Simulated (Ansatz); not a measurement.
Name crystals whose computed values (DFT-LDA in the program Ansatz with PAW potentials) fall in these windows: ε0 3.7 to 4.8; G_Hill (GPa) 16 to 24.



```json
[
 {"crystal": "LiF, wurtzite", "ε0": "4.17", "G_Hill (GPa)": "19.6"}
]
```
Others may fit too.

Not the usual ambient phase: LiF, wurtzite. The cell was relaxed under the symmetry of its start.

Potentials: the later of the program's two PAW sets.
